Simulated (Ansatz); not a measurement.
Relaxed-ion elastic tensor of Bi2S3 in space group Pnma (No. 62; Pearson symbol oP20) in GPa (Voigt order), r²SCAN+D4 (plane waves, PAW; program Ansatz); density 6.76 g/cm³, 25.28 Å³ per atom.

```tsv
	1	2	3	4	5	6
1	39.4	20.7	17.0	0.0	0.0	0.0
2	20.7	93.1	26.8	0.0	0.0	0.0
3	17.0	26.8	65.6	0.0	0.0	0.0
4	0.0	0.0	0.0	32.8	0.0	0.0
5	0.0	0.0	0.0	0.0	22.9	0.0
6	0.0	0.0	0.0	0.0	0.0	5.6
```

Question: Is the crystal mechanically stable?

Answer: Yes: the smallest eigenvalue of C is 5.6 GPa.

Question: Work out the Voigt, Reuss and Hill averages.

Answer: K_V = 36.3, K_R = 31.2, K_H = 33.8; G_V = 21.2, G_R = 14.1, G_H = 17.6 GPa.

Question: Give Young's modulus, Poisson's ratio, Pugh's ratio and the universal anisotropy index.

Answer: E = 9KG/(3K + G) = 45.0 GPa; ν = 0.28; K/G = 1.92 (ductile by the Pugh limit of 1.75); A_U = 5G_V/G_R + K_V/K_R − 6 = 2.68.

Question: Estimate the sound speeds and the Debye temperature.

Answer: v_l = √((K + 4G/3)/ρ) = 2910 m/s, v_t = √(G/ρ) = 1610 m/s, mean 1800 m/s; Θ = (h/k)(3n/4πV)^(1/3) v_m = 182 K.

Question: Solve the Christoffel equation for the three sound speeds along x, y, z.

Answer: Eigenvalues of C_ijkl n_j n_l equal ρv². In km/s, slowest first: x 0.91, 1.84, 2.42; y 0.91, 2.20, 3.71; z 1.84, 2.20, 3.12.

Question: How much does each axis shrink under pressure?

Answer: Linear compressibilities β_i = Σ_j S_ij (j = 1 to 3): x 20, y 3.9, z 8.5 per TPa.

The r²SCAN+D4 relaxation kept the symmetry of its start. Spin–orbit coupling is left out wherever it is not named.

Potentials: the later of the program's two PAW sets.
